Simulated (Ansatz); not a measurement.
The start is a generated trial cell of Ge2Mo in the AFLOW prototype A2B_hP6_191_h_e (C_h, as in Cu2Te). The structure is fully relaxed (lattice and positions, P = 0) with r2SCAN (plane waves to 500 eV, PAW, scalar-relativistic; Ansatz, a program for electronic structure). The first steps use a 10×10×5 k-mesh.

The start:
```
CELL_PARAMETERS angstrom
      3.98754     0.00000     0.00000
     -1.99377     3.45331     0.00000
      0.00000     0.00000     6.82032
ATOMIC_POSITIONS crystal
  Ge 0.33333 0.66667 0.16000
  Ge 0.66667 0.33333 0.16000
  Ge 0.66667 0.33333 0.84000
  Ge 0.33333 0.66667 0.84000
  Mo 0.00000 0.00000 0.30600
  Mo 0.00000 0.00000 0.69400
```

```yaml
initial_pressure: "+45.0 GPa (positive: the cell is compressed)"
largest_initial_force: 3.66 eV/Å, on Ge1, Ge2, Ge3, Ge4 (atoms numbered as listed)
outcome: The space group stays P6/mmm (No. 191) (the run could not lower it), with 6 atoms in the primitive cell
volume_change: +8.5 %, from 15.65 to 16.98 Å³/atom
Shortest distances (start → end): "The closest pairs of elements (up to four, under 3.6 Å), start → end: Ge–Ge 2.18 → 2.55 Å; Mo–Mo 2.65 → 2.26 Å; Ge–Mo 2.51 → 2.75 Å"
optimiser_moves: 29
```

Relaxed structure:

```cif
data_Ge4Mo2
_chemical_formula_sum 'Ge4 Mo2'
_space_group_name_H-M_alt 'P6/mmm'
_space_group_IT_number 191
_space_group_name_Hall '-P 6 2'
_cell_length_a 4.74936
_cell_length_b 4.74936
_cell_length_c 5.21521
_cell_angle_alpha 90.000
_cell_angle_beta 90.000
_cell_angle_gamma 120.000
loop_
_atom_site_label
_atom_site_type_symbol
_atom_site_symmetry_multiplicity
_atom_site_Wyckoff_symbol
_atom_site_fract_x
_atom_site_fract_y
_atom_site_fract_z
_atom_site_occupancy
Ge1 Ge 4 h 0.33333 0.66667 0.24495 1
Mo1 Mo 2 e 0.00000 0.00000 0.28355 1
```

Final values are on a 11×11×9 k-mesh of the relaxed cell. No spin polarisation in the result.

The run could not lose the symmetry of its start: the end is stationary, and may be a saddle point rather than a minimum.

The relaxed structure here is a generated cell of Ge2Mo: the first start was made by placing the elements on the sites of a structure type, and the end was not matched to a known phase here, so it may be hypothetical.
